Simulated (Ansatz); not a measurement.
BaZrO3 (cubic perovskite, Pm-3m), LDA in the plane-wave PAW code Ansatz: ε∞ = 4.91, cell volume 71.34 Å³. Infrared-active transverse modes:

| ω_TO (cm⁻¹) | oscillator strength S_xx (e²/amu) |
|---|---|
| 91.3 | 0.5776 |
| 193.4 | 0.8604 |
| 527.1 | 0.9700 |

Question: Compute the static dielectric constant.

Answer: Each mode adds (4.921e7/V) S/ω²: 47.83, 15.86, 2.41. So ε0 = 71.0.

The cell was relaxed with LDA under the symmetry of its start. At this level the phase is dynamically unstable (imaginary phonons). The run is not spin-polarised. Spin–orbit coupling is left out wherever it is not named.

Potentials: the later of the program's two PAW sets.
